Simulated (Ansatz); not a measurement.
## KSrAg4: zone-centre modes

Level of theory: DFT PBE, scalar-relativistic, plane waves, PAW in Ansatz 0.2.0. Plane waves to 420 eV; Γ-centred k mesh 8×8×8; Fermi-Dirac smearing of 0.15 eV. No spin polarisation. Phonons by linear response, acoustic sum rule imposed.

Relaxed structure:
```xyz
6
Lattice="0.0000 4.2115 4.2115 4.2115 0.0000 4.2115 4.2115 4.2115 0.0000" Properties=species:S:1:pos:R:3 pbc="T T T"
K     0.0000    0.0000    0.0000
Sr    2.1057    2.1057    2.1057
Ag    5.2641    3.1589    3.1589
Ag    3.1589    5.2641    3.1589
Ag    3.1589    3.1589    5.2641
Ag    5.2641    5.2641    5.2641
```

The structure comes from a generated guess, relaxed at this level; another structure or a mixture of phases may lie lower. In a metal, frequencies depend on the k mesh and the smearing, soft modes most.

(1) Is this structure stable against zone-centre distortions?

(2) List the optical modes at Γ (i marks imaginary ones).

Answers

(1) Yes, at Γ: no optical mode is imaginary. Strains and other wave vectors aren't tested by this run.

(2)
```tsv
frequency (THz)	degeneracy
2.15	3
2.27	3
2.41	2
3.07	3
4.14	1
4.22	3
```
